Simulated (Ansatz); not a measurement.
Ag:
```cif
data_Ag
_chemical_formula_sum 'Ag1'
_space_group_name_H-M_alt 'P 1'
_space_group_IT_number 1
_cell_length_a 2.81411
_cell_length_b 2.81411
_cell_length_c 2.73538
_cell_angle_alpha 90.000
_cell_angle_beta 90.000
_cell_angle_gamma 120.000
loop_
_space_group_symop_operation_xyz
  'x, y, z'
loop_
_atom_site_label
_atom_site_type_symbol
_atom_site_fract_x
_atom_site_fract_y
_atom_site_fract_z
_atom_site_occupancy
Ag1 Ag 0.00000 0.00000 0.00000 1
```

Relaxed with r²SCAN.

**Question.** Tabulate the valence density and the electron localisation function along the shortest Ag–Ag contact (2.74 Å), r²SCAN in the plane-wave PAW code Ansatz.

**Answer.** 

| distance from Ag (Å) | density (e/Å³) | ELF |
|---|---|---|
| 0.27 | 16.11 | 0.76 |
| 0.41 | 11.54 | 0.67 |
| 0.55 | 7.17 | 0.58 |
| 0.68 | 3.82 | 0.49 |
| 0.82 | 1.75 | 0.40 |
| 0.96 | 0.79 | 0.29 |
| 1.09 | 0.45 | 0.20 |
| 1.23 | 0.30 | 0.17 |
| 1.37 | 0.27 | 0.16 |
| 1.50 | 0.30 | 0.17 |
| 1.64 | 0.45 | 0.20 |
| 1.78 | 0.79 | 0.29 |
| 1.91 | 1.75 | 0.40 |
| 2.05 | 3.82 | 0.49 |
| 2.19 | 7.17 | 0.58 |
| 2.33 | 11.54 | 0.67 |
| 2.46 | 16.11 | 0.76 |

The density is the valence pseudo-density with augmentation charge, so density and ELF within about 1 Å of a nucleus are not all-electron values.

Space group P6/mmm (simple hexagonal). The start of the workflow was typed in or built on a structure type; neither database checked (COD, Materials Project) lists it. It is not the phase usual at ambient conditions (space group No. 225). The cell was relaxed with r²SCAN under the symmetry of its start. At this level the phase is mechanically unstable. No spin polarisation was allowed.

Potentials: the later of the program's two PAW sets.
